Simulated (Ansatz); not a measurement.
# Relaxing a structure of B

The relaxed structure here is a generated cell of B: the first start was made by placing the elements on the sites of a structure type, and the end was not matched to a known phase here, so it may be hypothetical.

The start is a generated trial cell of B in the black-P structure type. The structure is fully relaxed (lattice and positions, P = 0) with PBE (plane waves to 420 eV, PAW, scalar-relativistic; Ansatz, a quantum-chemistry and plane-wave program). The first steps use a coarse 10×10×7 k-mesh.

The start:
```
CELL_PARAMETERS angstrom
      1.25177    -3.95823     0.00000
      1.25177     3.95823     0.00000
      0.00000     0.00000     3.30643
ATOMIC_POSITIONS crystal
  B  0.39832 0.60168 0.58056
  B  0.60168 0.39832 0.41944
  B  0.89832 0.10168 0.91944
  B  0.10168 0.89832 0.08056
```

* **Initial pressure**: +5 GPa (positive: the cell is compressed)
* **Largest initial force**: about 0.5 eV/Å, on B1, B2, B3, B4 (atoms numbered as listed)
* **Outcome**: The space group stays Cmce (No. 64) (the run could not lower it); the end is AFLOW prototype A_oC8_64_f (A11, as in Ga), with 4 atoms in the primitive cell
* **Energy released**: 1.30 eV/atom
* **Volume change**: -22.1 %, from 8.19 to 6.38 Å³/atom
* **Shortest distances (start → end)**: The closest pairs of elements (up to four, under 3.6 Å), start → end: B–B 1.68 → 1.76 Å
* **Band gap at the end**: no gap (metallic)
* **Optimiser moves**: 27

The end point of the relaxation:

Space group Cmce (No. 64); a = 2.9378 Å, b = 5.3239 Å, c = 3.2637 Å, α = β = γ = 90.00°

```
atom  site  symmetry       x       y       z
----  ----  --------  ------  ------  ------
B       8f       m..  0.0000  0.1560  0.0901
```
(The calculation used a cell of 4 atoms; values per cell refer to that cell.)

Final values are on a 13×13×10 k-mesh of the relaxed cell. No spin polarisation in the result.

The run could not lose the symmetry of its start, so the end can be a saddle point.
